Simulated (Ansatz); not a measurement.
Given:

ZnRh:
```
CELL_PARAMETERS angstrom
      2.94461     0.00000     0.00000
      0.00000     2.94461     0.00000
      0.00000     0.00000     2.94461
ATOMIC_POSITIONS crystal
  Zn 0.50000 0.50000 0.50000
  Rh 0.00000 0.00000 0.00000
```

This is the LDA-relaxed structure.

**Question.** All from LDA (plane waves, PAW; program Ansatz), unless another level is named. Give the density of states at the Fermi level.

**Answer.** 0.53 states/eV per atom (mean over ±0.08 eV).

**Question.** Predict the formation energy from the elements (no fitted shifts).

**Answer.** -0.38 eV/atom.

Space group Pm-3m (CsCl type). The first step of the workflow began from a Materials Project structure, measured or hypothetical; the Crystallography Open Database copy checked does not list it. With Zn and Rh taken as one species the cell has the higher symmetry Im-3m, so it may be an ordered model of a mixed-site phase. Its standing as an ambient phase is unchecked. The cell was relaxed with LDA under the symmetry of its start; of distortions, only those at the zone centre were tested. No spin polarisation was allowed. The references are the lowest solids computed at this level, not always the standard phases. Scalar-relativistic: spin–orbit coupling is off unless named, which matters more the heavier the elements.

Potentials: the later of the program's two PAW sets.
